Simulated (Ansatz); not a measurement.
# Bi₂Te₂Pb₂S₃ — S-33 NMR of the central transition

Cell: a COD entry (perhaps calculated rather than measured) whose atoms were relaxed with PBE, the cell held.

```cif
data_Bi2Te2Pb2S3
_symmetry_space_group_name_H-M 'P-3m1'
_symmetry_Int_Tables_number 164
_cell_length_a 4.2579
_cell_length_b 4.2579
_cell_length_c 16.9431
_cell_angle_alpha 90.000
_cell_angle_beta 90.000
_cell_angle_gamma 120.000
loop_
_atom_site_label
_atom_site_type_symbol
_atom_site_symmetry_multiplicity
_atom_site_Wyckoff_symbol
_atom_site_fract_x
_atom_site_fract_y
_atom_site_fract_z
Bi Bi 2 c 0.0000 0.0000 0.1954
Te Te 2 d 0.3333 0.6667 0.9104
Pb Pb 2 d 0.3333 0.6667 0.6010
S7 S 2 d 0.3333 0.6667 0.2988
S9 S 1 b 0.0000 0.0000 0.5000
```

One atom of each set is listed.

Method: Kohn–Sham DFT in Ansatz, PBE, plane waves and PAW, scalar-relativistic, 420 eV cutoff, Γ-centred 8×8×2 k-points, Fermi–Dirac smearing 0.02 eV.

S-33 has I = 3/2 and Q = -69.40 mb (Pyykkö 2018); at 11.7 T its Larmor frequency is ν₀ = 38.3 MHz. Only the quadrupole interaction is simulated: positions count from each site's isotropic chemical shift, and J coupling is left out, as are shift anisotropy and dipolar coupling, which fast spinning averages.

Simulated pattern of one S site (fast magic-angle spinning, Gaussian broadening 0.01 kHz):

```csv
offset (kHz),height
-0.3859,0
-0.3768,0
-0.3677,3
-0.3587,4
-0.3496,5
-0.3405,4
-0.3315,5
-0.3224,5
-0.3134,5
-0.3043,5
-0.2952,5
-0.2862,5
-0.2771,5
-0.2680,5
-0.2590,6
-0.2499,6
-0.2408,11
-0.2318,66
-0.2227,71
-0.2137,49
-0.2046,41
-0.1955,37
-0.1865,35
-0.1774,33
-0.1683,33
-0.1593,32
-0.1502,32
-0.1411,32
-0.1321,33
-0.1230,34
-0.1140,35
-0.1049,37
-0.0958,39
-0.0868,43
-0.0777,50
-0.0686,63
-0.0596,100
-0.0505,66
-0.0415,3
-0.0324,0
```

Task: Which |C_Q| and η does the pattern imply?

Result: The pattern spans 0.317 kHz before broadening and its centre of gravity is at -0.148 kHz, which fixes P_Q; the places of the horns and steps fix η. That gives P_Q = 0.476 MHz, |C_Q| = 0.476 MHz and η = 0.00, the values that the calculation gives site S9 (6 Pb at 3.00 Å). The other sites have |C_Q| = 0.230 MHz. The sign of C_Q can't be read from the pattern.

An axis of threefold or higher order runs through S9, so V_zz lies along it and η is zero.

Without spin–orbit coupling the gradients at and beside Bi and Pb can be off by some per cent, at some sites by more. With a gap of 0.4 eV on this mesh, small gradients can still move by 0.1 × 10²¹ V/m² or more as the k-mesh gets denser.

The relaxation (3 steps) took 58 s of wall time (58 s of CPU time) and 0.73 GiB at its peak, on 1 thread of Arm Neoverse V2 (aarch64; 28 cores open to the job, memory cap 3.0 GiB, no GPU), a shared host with a load of 1.0 a core.
